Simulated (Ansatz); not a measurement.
Input for Ansatz (plane-wave DFT, PAW):

```yaml
crystal:
  lattice:
    - [6.4101227814, -2.4332101997, 0.0253294324]
    - [6.4101227814, 2.4332101997, 0.0253294324]
    - [-1.3444418966, 0.0, 5.3691947768]
  atoms:
    - { symbol: Ta, position: [0.8939956206, 0.3865514425, 0.2653577793] }
    - { symbol: Ta, position: [0.6134485575, 0.1060043794, 0.2346422207] }
    - { symbol: Ta, position: [0.1060043794, 0.6134485575, 0.7346422207] }
    - { symbol: Ta, position: [0.3865514425, 0.8939956206, 0.7653577793] }
    - { symbol: O, position: [0.8967170417, 0.1032829583, 0.25] }
    - { symbol: O, position: [0.1032829583, 0.8967170417, 0.75] }
    - { symbol: O, position: [0.335079951, 0.4443571839, 1.0249495406] }
    - { symbol: O, position: [0.5556428161, 0.664920049, 0.4750504594] }
    - { symbol: O, position: [0.664920049, 0.5556428161, -0.0249495406] }
    - { symbol: O, position: [0.4443571839, 0.335079951, 0.5249495406] }
    - { symbol: O, position: [0.8658281036, 0.7243038156, 0.3723102219] }
    - { symbol: O, position: [0.2756961844, 0.1341718964, 0.1276897781] }
    - { symbol: O, position: [0.1341718964, 0.2756961844, 0.6276897781] }
    - { symbol: O, position: [0.7243038156, 0.8658281036, 0.8723102219] }
basis:
  ecutwfc: 500
kpoints:
  mp_grid: { grid: [6, 6, 4] }
hamiltonian:
  xc: r2scan
scf:
  occupations: { method: gaussian, width: 0.02 }
output:
  forces: true
  stress: true
  eigenvalues: true
relax:
  adjacent_minimum: "off"
  f_tol: 0.005
  max_steps: 80
  cell: { stress_tol: 0.05 }
```

Launched with
```bash
ansatz run input.yaml --threads 4 --pin off --max-ram 10240MiB --backend cpu --events-out ev --progress --plain --runs-dir out
```

These are results of Ansatz 0.2.0, DFT r2SCAN, scalar-relativistic, plane waves, PAW, not measurements.

Abridged output (final results; tables in files aren't shown):

```
SCF 3 converged in 4 iterations: F = -45480.371002 eV  dr2 = 2.24e-11
SCF converged after 4 iterations
Free energy (F): -45480.371002 eV
Harris-Foulkes:  -45480.371002 eV  (|F-HF|=1.46e-11)
Internal energy: -45480.371002 eV  (E = F + TS)
E sigma→0 (E₀):  -45480.371002 eV
Fermi energy:    10.251727 eV
--- Per-component energies (eV) ---
  E_band       = -965.448525
  E_kinetic    = 3217.068883
  E_local      = -6973.501363  (includes V_loc(G=0)·N_el)
  E_nonlocal   = 531.895512
  E_hartree    = 2469.082659
  E_xc         = -1547.825691
  E_vxc        = -1937.982048  (∫ρ·V_xc dr)
  E_paw        = -35293.298018  (= ΣΔE_a)
  E_vpaw       = -853.005710  (= ΣTr[D̂ρ^β])
  E_aug_tail   = 0.010539  (compensation charges beyond the density's cutoff)
  E_vtau       = 111.900376  (kinetic-family band-sum trace: ∫τ·v_τ [+ j·A + Jᵃ·Aᵃ] dr)
  E_ewald      = -7880.458993
  E_core_change = -3.344530  (= ΣΔE_core)
  E_smearing   =  0.000000  (= −TS)
--- Forces (eV/Å), atoms counted from 1 ---
  atom   1  Ta    -0.00091186    -0.00205644     0.00033288
  atom   2  Ta     0.00091186    -0.00205644    -0.00033288
  atom   3  Ta     0.00091186     0.00205644    -0.00033288
  atom   4  Ta    -0.00091186     0.00205644     0.00033288
  atom   5  O      0.00000000     0.00096657     0.00000000
  atom   6  O      0.00000000    -0.00096657     0.00000000
  atom   7  O      0.00092427    -0.00074497     0.00015347
  atom   8  O     -0.00092427    -0.00074497    -0.00015347
  atom   9  O     -0.00092427     0.00074497    -0.00015347
  atom  10  O      0.00092427     0.00074497     0.00015347
  atom  11  O      0.00144276    -0.00314831     0.00337818
  atom  12  O     -0.00144276    -0.00314831    -0.00337818
  atom  13  O     -0.00144276     0.00314831    -0.00337818
  atom  14  O      0.00144276     0.00314831     0.00337818
--- Stress (GPa, compression-positive) ---
        0.015762       0.000000       0.006571
        0.000000      -0.021321       0.000000
        0.006555       0.000000       0.008418
  P = ⅓ Tr σ = 0.0010 GPa (0.010 kbar)
--- Band table (eV; the first three rows and the last of 47) ---
  k-point 0: bands = ["-60.6800", "-60.6728", "-60.6724", "-60.6722", "-26.7361", "-26.7336", "-26.6893", "-26.6693", "-26.6273", "-26.6059", "-26.5211", "-26.4968", "-26.4958", "-26.4847", "-26.4780", "-26.4534", "-10.5885", "-9.7162", "-9.7074", "-9.4783", "-9.1360", "-8.9958", "-8.6712", "-8.5470", "-8.4319", "-8.4216", "2.7280", "3.0013", "3.2742", "3.5161", "3.5361", "3.5399", "3.6707", "3.8686", "4.1918", "4.7156", "4.8988", "5.1033", "5.1413", "5.7290", "6.1221", "6.1926", "6.5434", "6.5568", "6.6157", "6.6240", "6.9913", "6.9940", "7.2080", "7.3478", "7.6328", "7.6913", "7.7914", "7.9083", "8.0373", "8.4075", "12.3682", "12.5436", "13.0124", "13.0899", "13.1948", "13.4760", "13.8029" ...
  k-point 1: bands = ["-60.6791", "-60.6743", "-60.6725", "-60.6716", "-26.7245", "-26.7205", "-26.6710", "-26.6499", "-26.6198", "-26.6098", "-26.5389", "-26.5318", "-26.5030", "-26.4979", "-26.4735", "-26.4551", "-10.3990", "-9.6911", "-9.5451", "-9.3800", "-9.1032", "-9.0230", "-8.8105", "-8.6920", "-8.6088", "-8.5667", "2.9828", "3.1004", "3.2674", "3.4550", "3.7932", "3.8352", "4.0024", "4.1667", "4.4021", "4.4975", "4.7708", "5.1379", "5.1617", "5.5246", "5.5752", "6.1131", "6.1263", "6.5534", "6.5925", "6.6882", "6.8810", "6.9276", "7.0524", "7.1817", "7.3433", "7.7478", "7.7525", "7.8955", "8.0012", "8.3372", "12.5571", "12.7269", "13.0732", "13.1682", "13.2014", "13.6676", "13.7472" ...
  k-point 2: bands = ["-60.6769", "-60.6769", "-60.6718", "-60.6718", "-26.7094", "-26.7094", "-26.6302", "-26.6302", "-26.6112", "-26.6112", "-26.5686", "-26.5686", "-26.5182", "-26.5182", "-26.4625", "-26.4625", "-9.9539", "-9.9539", "-9.2369", "-9.2369", "-8.9860", "-8.9860", "-8.9456", "-8.9456", "-8.8490", "-8.8490", "3.2481", "3.2481", "3.4998", "3.4998", "3.8481", "3.8481", "4.4056", "4.4056", "4.5925", "4.5925", "4.9561", "4.9561", "5.3744", "5.3744", "5.5601", "5.5601", "5.9055", "5.9055", "6.2740", "6.2740", "6.8312", "6.8312", "6.9754", "6.9754", "7.6688", "7.6688", "7.8521", "7.8521", "8.1179", "8.1179", "12.6865", "12.6865", "13.1237", "13.1237", "13.7503", "13.7503", "14.3162", ...
  k-point 46: bands = ["-60.6762", "-60.6762", "-60.6725", "-60.6725", "-26.6894", "-26.6894", "-26.6345", "-26.6345", "-26.6045", "-26.6045", "-26.5420", "-26.5420", "-26.5232", "-26.5232", "-26.5080", "-26.5080", "-9.7522", "-9.7522", "-9.3987", "-9.3987", "-9.1378", "-9.1378", "-8.8876", "-8.8876", "-8.8073", "-8.8073", "3.1038", "3.1038", "3.5852", "3.5852", "3.8506", "3.8506", "4.5057", "4.5057", "4.6598", "4.6598", "5.1619", "5.1619", "5.3029", "5.3029", "5.6414", "5.6414", "5.8963", "5.8963", "6.2007", "6.2007", "6.5862", "6.5862", "6.9326", "6.9326", "7.5407", "7.5407", "7.9889", "7.9889", "8.1540", "8.1540", "12.2839", "12.2839", "13.4619", "13.4619", "13.6561", "13.6561", "14.5223" ...
--- Relaxed structure (2 steps of the walk, 2 accepted, 1 SCFs on fresh bases) ---
  F+E_penalty+E_count = -45480.37100153 eV   max|allowed force component| = 3.378e-3 eV/Å   (the final SCF, on the basis selected at the relaxed cell)
  cell:  # Å, volume = 167.6544 Å³
    - [6.40936033, -2.43387041, 0.02566141]
    - [6.40936033, 2.43387041, 0.02566141]
    - [-1.34400041, 0.0, 5.36831136]
  atoms:
    - { symbol: Ta, position: [0.89393884, 0.38659773, 0.26541972] }
    - { symbol: Ta, position: [0.61340226, 0.10606115, 0.23458027] }
    - { symbol: Ta, position: [0.10606115, 0.61340226, 0.73458027] }
    - { symbol: Ta, position: [0.38659773, 0.89393884, 0.76541972] }
    - { symbol: O, position: [0.89672458, 0.10327541, 0.25] }
    - { symbol: O, position: [0.10327541, 0.89672458, 0.75000000] }
    - { symbol: O, position: [0.33501680, 0.44447450, 1.02495381] }
    - { symbol: O, position: [0.55552549, 0.66498319, 0.47504618] }
    - { symbol: O, position: [0.66498319, 0.55552549, -0.02495381] }
    - { symbol: O, position: [0.44447450, 0.33501680, 0.52495381] }
    - { symbol: O, position: [0.86561216, 0.72450229, 0.37234451] }
    - { symbol: O, position: [0.27549770, 0.13438783, 0.12765548] }
    - { symbol: O, position: [0.13438783, 0.27549770, 0.62765548] }
    - { symbol: O, position: [0.72450229, 0.86561216, 0.87234451] }
```

The relaxation met its thresholds.

It took 110 s on 4 threads of Intel(R) Xeon(R) Processor @ 2.50GHz (Skylake/Cascade Lake), with other jobs on the host, peak memory 1.5 GiB.

Spin–orbit coupling is left out, which can shift energies with elements as heavy as these.